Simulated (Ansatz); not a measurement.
LaAlH₆:
```yaml
crystal:
  lattice:
    - [3.26093, 1.88270, 2.09919]
    - [-3.26093, 1.88270, 2.09919]
    - [0.00000, -3.76540, 2.09919]
  atoms:
    - { symbol: La, position: [0.50000, 0.50000, 0.50000] }
    - { symbol: Al, position: [0.00000, 0.00000, 0.00000] }
    - { symbol: H, position: [0.93915, 0.29163, 0.29163] }
    - { symbol: H, position: [0.06085, 0.70837, 0.70837] }
    - { symbol: H, position: [0.29163, 0.93915, 0.29163] }
    - { symbol: H, position: [0.70837, 0.06085, 0.70837] }
    - { symbol: H, position: [0.29163, 0.29163, 0.93915] }
    - { symbol: H, position: [0.70837, 0.70837, 0.06085] }
```

Relaxed with r²SCAN. Special points in fractions of this cell's reciprocal vectors: Γ (0.000, 0.000, 0.000); L (0.500, 0.000, 0.000); T (0.500, -0.500, 0.500); P0 (0.374, -0.626, 0.374); P2 (0.374, 0.374, 0.374); F (0.500, -0.500, 0.000).

Task: List the band energies nearest the valence-band maximum at these points for r²SCAN in the plane-wave PAW code Ansatz.

Result: In eV from the valence-band maximum; about four levels below and three above (degenerate sets whole), none deeper than 8.9 eV; points with the same levels are listed once.

```
k                           below           above
--  -----------------------------  --------------
Γ   -2.23 -2.23 -1.80 -1.80 -1.71  2.95 4.10 4.16
L          -2.90 -2.78 -0.37 0.00  3.71 3.86 4.07
T         -3.29 -3.29 -1.39 -1.39  3.73 4.22 4.22
P0        -3.12 -3.12 -1.35 -1.35  3.74 4.14 4.14
F         -2.98 -2.89 -1.34 -0.63  3.02 3.88 3.94
```

Space group R-3m. The first step of the workflow began from a Materials Project structure, measured or hypothetical; the Crystallography Open Database copy checked does not list it. Its standing as an ambient phase is unchecked. Symmetry was held in the r²SCAN relaxation; its stability against distortions is not shown here. Scalar-relativistic: spin–orbit coupling is off unless named, which matters more the heavier the elements.

Potentials: the later of the program's two PAW sets.
